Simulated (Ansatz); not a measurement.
**SrTl₂Pd: pressure against volume**

A database entry relaxed whole under r2SCAN (Cmcm):

```
CELL_PARAMETERS angstrom
2.23546 -5.61970 0.00000
2.23546 5.61970 0.00000
0.00000 0.00000 8.24802
ATOMIC_POSITIONS crystal
Sr 0.56452 0.43548 0.75000
Sr 0.43548 0.56452 0.25000
Tl 0.85304 0.14696 0.55121
Tl 0.14696 0.85304 0.05121
Tl 0.14696 0.85304 0.44879
Tl 0.85304 0.14696 0.94879
Pd 0.71820 0.28180 0.25000
Pd 0.28180 0.71820 0.75000
```

The cell was scaled uniformly, its shape held, and the atoms relaxed at each volume with plane-wave PAW DFT (Ansatz 0.2.0; r2SCAN, 500 eV, 8×8×4 Γ-centred mesh, fermi-dirac occupations of width 0.100 eV; no spin, no spin-orbit coupling). One row is withheld.

| volume (Å³/atom) | energy over the lowest (meV/atom) | pressure (GPa) |
| --- | --- | --- |
| 24.350 | 16.4 | 3.69 |
| 24.868 | 6.9 | 2.31 |
| 25.386 | ? | ? |
| 25.904 | 0.0 | 0.00 |
| 26.422 | 1.7 | -0.95 |
| 26.940 | 6.3 | -1.79 |
| 27.458 | 13.4 | -2.52 |

Problem. Fit the pressures of the other rows to the third-order Birch-Murnaghan form.

Solution. With f = [(V₀/V)^(2/3) − 1]/2 and P = 3B₀f(1 + 2f)^(5/2)[1 + 3(B₀′ − 4)f/2], least squares gives V₀ = 25.90 Å³ an atom, B₀ = 50.6 GPa and B₀′ = 5.4; the rows miss the fit by less than 0.01 GPa. The slope of the energies differs from these pressures by less than 0.05 GPa.

Problem. What does the withheld row hold?

Solution. The fit gives 1.08 GPa at 25.386 Å³; the run gave 1.08 GPa and 1.6 meV an atom.

Caveats: the shape of the cell was held, so B₀ is an upper bound where the axes differ in stiffness; 0 K, fixed nuclei; the symmetry was kept, and this need not be the phase that is stable at 0 K; one mesh for all volumes; pressure is positive in compression.
